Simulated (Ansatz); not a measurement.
CsHgBr$_{3}$:
```
CsHgBr3
1.0
    5.53163     0.00000     0.00000
    0.00000     5.53163     0.00000
    0.00000     0.00000     5.53163
Cs Hg Br
1 1 3
Direct
  0.00000   0.00000   0.00000
  0.50000   0.50000   0.50000
  0.00000   0.50000   0.50000
  0.50000   0.00000   0.50000
  0.50000   0.50000   0.00000
```

Relaxed with PBEsol. Special points in fractions of this cell's reciprocal vectors: Γ (0.000, 0.000, 0.000); X (0.000, 0.500, 0.000); M (0.500, 0.500, 0.000); R (0.500, 0.500, 0.500).

### Question
List the band energies nearest the Fermi level at these points for the program Ansatz at the PBEsol with spin–orbit coupling level (PAW).

### Answer
In eV from the Fermi level; about four levels below and three above (degenerate sets whole), none deeper than 8.9 eV; points with the same levels are listed once.

```csv
k,below,above
Γ,-1.00 -1.00 -1.00 -1.00,4.10 4.10 4.79 4.79 4.79 4.79
X,-1.27 -1.27 -1.26 -1.26,2.26 2.26 5.67 5.67
M,-0.81 -0.81 -0.02 -0.02,3.68 3.68 4.97 4.97
R,-0.74 -0.74 -0.74 -0.74,0.01 0.01 0.01 0.01
```

Space group Pm-3m (cubic perovskite). The workflow started from an entry of the Crystallography Open Database (COD), which files this formula under 2 space groups. Its standing as an ambient phase is unchecked. Symmetry was held in the PBEsol relaxation; of distortions, only those at the zone centre were tested.

Potentials: the later of the program's two PAW sets.
